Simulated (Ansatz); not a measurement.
Te:
```
Te
1.0
    3.18828     0.00000     0.00000
    0.00000     3.18828     0.00000
    0.00000     0.00000     3.18828
Te
1
Direct
  0.50000   0.50000   0.50000
```

Relaxed with r²SCAN. Special points in fractions of this cell's reciprocal vectors: Γ (0.000, 0.000, 0.000); X (0.000, 0.500, 0.000); M (0.500, 0.500, 0.000); R (0.500, 0.500, 0.500).

Task: List the band energies nearest the Fermi level at these points for the program Ansatz at the r²SCAN level (PAW).

Result: In eV from the Fermi level; about four levels below and three above (degenerate sets whole), none deeper than 8.9 eV; … stands for higher levels left out; points with the same levels are listed once.

| k | below | above |
|---|---|---|
| Γ | – | 1.18 1.18 1.18 |
| X | -6.40 | 2.64 2.64 8.27 |
| M | -4.79 -4.79 | 2.34 4.07 11.78 |
| R | -8.47 -3.31 -3.31 -3.31 | … |

Space group Pm-3m. The first step of the workflow began from a Materials Project structure, measured or hypothetical; the Crystallography Open Database copy checked does not list it. It is not the phase usual at ambient conditions (space group No. 152). The r²SCAN relaxation kept the symmetry of its start; its stability against distortions is not shown here. Scalar-relativistic: spin–orbit coupling is off unless named, which matters more the heavier the elements.

Potentials: the later of the program's two PAW sets.
